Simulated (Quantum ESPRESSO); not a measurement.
GaHf3O7F, one run as intended and one with a planted mistake

Simulated, not a measurement. The program is pw.x of Quantum ESPRESSO 7.5 (plane-wave density functional theory). The cell is made up: 12 atoms on a fluorite lattice, with randomly drawn elements, strain and displacements, not relaxed. PseudoDojo standard norm-conserving files (v0.5 for PBE, v0.4.1 for LDA and PBEsol) set the functional; there is no spin polarisation, spin-orbit coupling or dispersion term, and the masses in the input are unused placeholders.

The hafnium pseudopotential is less sure than the others, with forces about 3 percent (worst 6) and pressure in oxides about 1.5 GPa (worst 2.7) from a second method in checks, which no rerun with the same files tests.

Intended input:

```
&control calculation='scf', pseudo_dir='./dojo.nc.sr.pbe.v0_5.standard.upf', outdir='./o', disk_io='medium', tprnfor=.true., tstress=.true. /
&system ibrav=0, nat=12, ntyp=4, nbnd=55, ecutwfc=84.00895049, nosym=.true., tot_charge=0,
 occupations='smearing', smearing='fd', degauss=0.0018374661
/
&electrons conv_thr=7.350e-09, electron_maxstep=60, /
ATOMIC_SPECIES
F 1.0 F.upf
Ga 1.0 Ga.upf
Hf 1.0 Hf.upf
O 1.0 O.upf
CELL_PARAMETERS angstrom
5.0098 0.0 0.0
0.0 5.0098 0.0
0.0 0.0 5.0098
ATOMIC_POSITIONS angstrom
Ga 0.0119 -0.0248 -0.021
Hf -0.0074 2.48 2.469
Hf 2.5002 0.0302 2.4919
Hf 2.4667 2.502 0.0023
O 1.2449 1.2075 1.1935
O 1.2242 1.245 3.7449
O 1.2654 3.747 1.2526
O 1.2348 3.7947 3.773
O 3.7575 1.257 1.2325
O 3.7601 1.2643 3.72
O 3.7548 3.79 1.2604
F 3.821 3.7725 3.7768
K_POINTS automatic
4 4 4 1 1 1
```

The log is shortened where brackets say so; the opening notice, blank lines, dates and the lines on written files are dropped, and the path of the files is cut. It prints rydbergs, bohrs and kilobars, and counts compression as positive stress. Where no state is partly filled, the Fermi energy that it prints is only some level between the filled and the empty states on the mesh, and need not lie in the true gap.

Log of the intended run:

```
     Program PWSCF v.7.5
     Parallel version (MPI & OpenMP), running on       1 processor cores
     Number of MPI processes:                 1
     Threads/MPI process:                     1
     [start-up lines left out]
     bravais-lattice index     =            0
     lattice parameter (alat)  =       9.4671  a.u.
     unit-cell volume          =     848.5116 (a.u.)^3
     number of atoms/cell      =           12
     number of atomic types    =            4
     number of electrons       =        98.00
     number of Kohn-Sham states=           55
     kinetic-energy cutoff     =      84.0090  Ry
     charge density cutoff     =     336.0358  Ry
     scf convergence threshold =      7.3E-09
     mixing beta               =       0.7000
     number of iterations used =            8  plain     mixing
     Exchange-correlation= PBE
                           (   1   4   3   4   0   0   0)
     [axes and pseudopotential details left out]
   Cartesian axes
     site n.     atom                  positions (alat units)
         1        Ga     tau(   1) = (   0.0023753  -0.0049503  -0.0041918  )
         2        Hf     tau(   2) = (  -0.0014771   0.4950297   0.4928340  )
         3        Hf     tau(   3) = (   0.4990618   0.0060282   0.4974051  )
         4        Hf     tau(   4) = (   0.4923749   0.4994211   0.0004591  )
         5        O      tau(   5) = (   0.2484930   0.2410276   0.2382331  )
         6        O      tau(   6) = (   0.2443611   0.2485129   0.7475149  )
         7        O      tau(   7) = (   0.2525849   0.7479340   0.2500299  )
         8        O      tau(   8) = (   0.2464769   0.7574554   0.7531239  )
         9        O      tau(   9) = (   0.7500299   0.2509082   0.2460178  )
        10        O      tau(  10) = (   0.7505489   0.2523654   0.7425446  )
        11        O      tau(  11) = (   0.7494910   0.7565172   0.2515869  )
        12        F      tau(  12) = (   0.7627051   0.7530241   0.7538824  )
     number of k points=    32  Fermi-Dirac smearing, width (Ry)=  0.0018
                       cart. coord. in units 2pi/alat
        k(    1) = (   0.1250000   0.1250000   0.1250000), wk =   0.0625000
        k(    2) = (   0.1250000   0.1250000   0.3750000), wk =   0.0625000
     [further k points left out]
     Dense  grid:    88327 G-vectors     FFT dimensions: (  60,  60,  60)
     Estimated max dynamical RAM per process >     157.51 MB
     Initial potential from superposition of free atoms
     starting charge      97.9917, renormalised to      98.0000
     Starting wfcs are   71 randomized atomic wfcs
     total cpu time spent up to now is       13.3 secs
     per-process dynamical memory:    95.0 Mb
     Self-consistent Calculation
     iteration #  1     ecut=    84.01 Ry     beta= 0.70
     Davidson diagonalization with overlap
     ethr =  1.00E-02,  avg # of iterations =  2.0
     total cpu time spent up to now is       38.8 secs
     total energy              =    -771.61729237 Ry
     estimated scf accuracy    <       4.00008554 Ry
     iteration #  2     ecut=    84.01 Ry     beta= 0.70
     Davidson diagonalization with overlap
     ethr =  4.08E-03,  avg # of iterations =  4.8
     total cpu time spent up to now is       73.8 secs
     total energy              =    -772.03697932 Ry
     estimated scf accuracy    <       6.87470897 Ry
     [iterations 3 to 12 left out]
     iteration # 13     ecut=    84.01 Ry     beta= 0.70
     Davidson diagonalization with overlap
     ethr =  2.33E-10,  avg # of iterations =  2.0
     total cpu time spent up to now is      419.8 secs
     total energy              =    -773.54112705 Ry
     estimated scf accuracy    <       0.00000009 Ry
     iteration # 14     ecut=    84.01 Ry     beta= 0.70
     Davidson diagonalization with overlap
     ethr =  8.98E-11,  avg # of iterations =  3.7
     total cpu time spent up to now is      449.6 secs
     End of self-consistent calculation
     [lines on levels left out]
     the Fermi energy is    13.0189 ev
!    total energy              =    -773.54112707 Ry
     estimated scf accuracy    <          1.5E-09 Ry
     smearing contrib. (-TS)   =      -0.00000000 Ry
     internal energy E=F+TS    =    -773.54112707 Ry
     The total energy is F=E-TS. E is the sum of the following terms:
     one-electron contribution =    -144.32489949 Ry
     hartree contribution      =     141.11894025 Ry
     xc contribution           =    -197.99152752 Ry
     ewald contribution        =    -572.34364032 Ry
     convergence has been achieved in  14 iterations
     Forces acting on atoms (cartesian axes, Ry/au):
     atom    1 type  2   force =     0.05055532    0.05228421    0.05206987
     atom    2 type  3   force =     0.06588638   -0.05541676   -0.06168414
     atom    3 type  3   force =    -0.05968181    0.05364417   -0.06196040
     atom    4 type  3   force =    -0.05131674   -0.05931029    0.05857738
     atom    5 type  4   force =     0.00426314    0.01584870    0.02019404
     atom    6 type  4   force =     0.01068158    0.01844823   -0.01040962
     atom    7 type  4   force =    -0.00303483   -0.01717086    0.00724354
     atom    8 type  4   force =     0.00983617   -0.00768865    0.00066949
     atom    9 type  4   force =    -0.00144405    0.01162902   -0.00668966
     atom   10 type  4   force =    -0.01057864   -0.00356195    0.01522881
     atom   11 type  4   force =     0.01019905   -0.00605033   -0.01018357
     atom   12 type  1   force =    -0.02536557   -0.00265549   -0.00305572
     Total force =     0.205607     Total SCF correction =     0.000114
     Computing stress (Cartesian axis) and pressure
          total   stress  (Ry/bohr**3)                   (kbar)     P=       65.71
   0.00045193   0.00000846   0.00000687           66.48        1.24        1.01
   0.00000846   0.00044444   0.00000074            1.24       65.38        0.11
   0.00000687   0.00000074   0.00044361            1.01        0.11       65.26
     init_run     :     10.17s CPU     13.21s WALL (       1 calls)
     electrons    :    418.07s CPU    436.35s WALL (       1 calls)
     forces       :      5.04s CPU      5.11s WALL (       1 calls)
     stress       :     17.97s CPU     18.77s WALL (       1 calls)
     [timing details left out]
     PWSCF        :   7m31.40s CPU   7m53.84s WALL
     JOB DONE.
```

A second run has one planted mistake: the self-consistency threshold is too loose. The input lines that differ, file-writing options aside:

```
- &electrons conv_thr=7.350e-09, electron_maxstep=60, /
+ &electrons conv_thr=2.940e-02, electron_maxstep=60, /
```

Its log:

```
     Program PWSCF v.7.5
     Parallel version (MPI & OpenMP), running on       1 processor cores
     Number of MPI processes:                 1
     Threads/MPI process:                     1
     [start-up lines left out]
     bravais-lattice index     =            0
     lattice parameter (alat)  =       9.4671  a.u.
     unit-cell volume          =     848.5116 (a.u.)^3
     number of atoms/cell      =           12
     number of atomic types    =            4
     number of electrons       =        98.00
     number of Kohn-Sham states=           55
     kinetic-energy cutoff     =      84.0090  Ry
     charge density cutoff     =     336.0358  Ry
     scf convergence threshold =      2.9E-02
     mixing beta               =       0.7000
     number of iterations used =            8  plain     mixing
     Exchange-correlation= PBE
                           (   1   4   3   4   0   0   0)
     [axes and pseudopotential details left out]
   Cartesian axes
     site n.     atom                  positions (alat units)
         1        Ga     tau(   1) = (   0.0023753  -0.0049503  -0.0041918  )
         2        Hf     tau(   2) = (  -0.0014771   0.4950297   0.4928340  )
         3        Hf     tau(   3) = (   0.4990618   0.0060282   0.4974051  )
         4        Hf     tau(   4) = (   0.4923749   0.4994211   0.0004591  )
         5        O      tau(   5) = (   0.2484930   0.2410276   0.2382331  )
         6        O      tau(   6) = (   0.2443611   0.2485129   0.7475149  )
         7        O      tau(   7) = (   0.2525849   0.7479340   0.2500299  )
         8        O      tau(   8) = (   0.2464769   0.7574554   0.7531239  )
         9        O      tau(   9) = (   0.7500299   0.2509082   0.2460178  )
        10        O      tau(  10) = (   0.7505489   0.2523654   0.7425446  )
        11        O      tau(  11) = (   0.7494910   0.7565172   0.2515869  )
        12        F      tau(  12) = (   0.7627051   0.7530241   0.7538824  )
     number of k points=    32  Fermi-Dirac smearing, width (Ry)=  0.0018
                       cart. coord. in units 2pi/alat
        k(    1) = (   0.1250000   0.1250000   0.1250000), wk =   0.0625000
        k(    2) = (   0.1250000   0.1250000   0.3750000), wk =   0.0625000
     [further k points left out]
     Dense  grid:    88327 G-vectors     FFT dimensions: (  60,  60,  60)
     Estimated max dynamical RAM per process >     157.51 MB
     Initial potential from superposition of free atoms
     starting charge      97.9917, renormalised to      98.0000
     Starting wfcs are   71 randomized atomic wfcs
     total cpu time spent up to now is       15.1 secs
     per-process dynamical memory:    87.6 Mb
     Self-consistent Calculation
     iteration #  1     ecut=    84.01 Ry     beta= 0.70
     Davidson diagonalization with overlap
     ethr =  1.00E-02,  avg # of iterations =  2.0
     total cpu time spent up to now is       42.8 secs
     total energy              =    -771.61729237 Ry
     estimated scf accuracy    <       4.00008554 Ry
     iteration #  2     ecut=    84.01 Ry     beta= 0.70
     Davidson diagonalization with overlap
     ethr =  4.08E-03,  avg # of iterations =  4.8
     total cpu time spent up to now is       80.2 secs
     total energy              =    -772.03697932 Ry
     estimated scf accuracy    <       6.87470897 Ry
     iteration #  3     ecut=    84.01 Ry     beta= 0.70
     Davidson diagonalization with overlap
     ethr =  4.08E-03,  avg # of iterations =  3.1
     total cpu time spent up to now is      115.8 secs
     total energy              =    -773.48068460 Ry
     estimated scf accuracy    <       0.09393050 Ry
     iteration #  4     ecut=    84.01 Ry     beta= 0.70
     Davidson diagonalization with overlap
     ethr =  9.58E-05,  avg # of iterations =  6.1
     total cpu time spent up to now is      154.1 secs
     total energy              =    -773.52808050 Ry
     estimated scf accuracy    <       0.07712784 Ry
     iteration #  5     ecut=    84.01 Ry     beta= 0.70
     Davidson diagonalization with overlap
     ethr =  7.87E-05,  avg # of iterations =  3.2
     total cpu time spent up to now is      184.7 secs
     End of self-consistent calculation
     [lines on levels left out]
     the Fermi energy is    12.9551 ev
!    total energy              =    -773.53384788 Ry
     estimated scf accuracy    <       0.01055734 Ry
     smearing contrib. (-TS)   =      -0.00000000 Ry
     internal energy E=F+TS    =    -773.53384788 Ry
     The total energy is F=E-TS. E is the sum of the following terms:
     one-electron contribution =    -144.41761920 Ry
     hartree contribution      =     141.28732959 Ry
     xc contribution           =    -198.05991795 Ry
     ewald contribution        =    -572.34364032 Ry
     convergence has been achieved in   5 iterations
     Forces acting on atoms (cartesian axes, Ry/au):
     atom    1 type  2   force =     0.04580963    0.04859986    0.04659565
     atom    2 type  3   force =     0.06568087   -0.05523951   -0.06035671
     atom    3 type  3   force =    -0.05953992    0.05413741   -0.06128730
     atom    4 type  3   force =    -0.05129750   -0.05905796    0.05805611
     atom    5 type  4   force =     0.00362531    0.01491879    0.01983141
     atom    6 type  4   force =     0.01161191    0.01907816   -0.01101679
     atom    7 type  4   force =    -0.00237636   -0.01700027    0.00815743
     atom    8 type  4   force =     0.01119273   -0.00766258   -0.00033244
     atom    9 type  4   force =    -0.00210900    0.01209591   -0.00568920
     atom   10 type  4   force =    -0.01068574   -0.00366282    0.01543301
     atom   11 type  4   force =     0.00988824   -0.00574516   -0.00897139
     atom   12 type  1   force =    -0.02180016   -0.00046182   -0.00041978
     Total force =     0.200978     Total SCF correction =     0.183171
     SCF correction compared to forces is large: reduce conv_thr to get better values
     Computing stress (Cartesian axis) and pressure
          total   stress  (Ry/bohr**3)                   (kbar)     P=       83.34
   0.00057319  -0.00000032  -0.00000042           84.32       -0.05       -0.06
  -0.00000032   0.00056199  -0.00000626           -0.05       82.67       -0.92
  -0.00000042  -0.00000626   0.00056446           -0.06       -0.92       83.04
     init_run     :     12.76s CPU     14.91s WALL (       1 calls)
     electrons    :    162.42s CPU    169.65s WALL (       1 calls)
     forces       :      5.72s CPU      5.79s WALL (       1 calls)
     stress       :     21.59s CPU     22.57s WALL (       1 calls)
     [timing details left out]
     PWSCF        :   3m22.70s CPU   3m33.30s WALL
     JOB DONE.
```

|  | intended run | run with the mistake |
| --- | --- | --- |
| free energy (eV) | -10524.563 | -10524.464 |
| smearing term -TS (eV) | 0.0000 | 0.0000 |
| pressure (GPa) | 6.57 | 8.33 |
| largest force component (eV/Å) | 1.694 | 1.689 |
| largest change of a force component (eV/Å) |  | 0.141 |
| iterations | 14 | 5 |

For scale, a rerun of the intended cell at a cutoff of 1437 eV and k mesh 6 x 6 x 6 moved values by no more than 0.002 eV in energy, 0.04 GPa in stress and 0.004 eV/Å in force.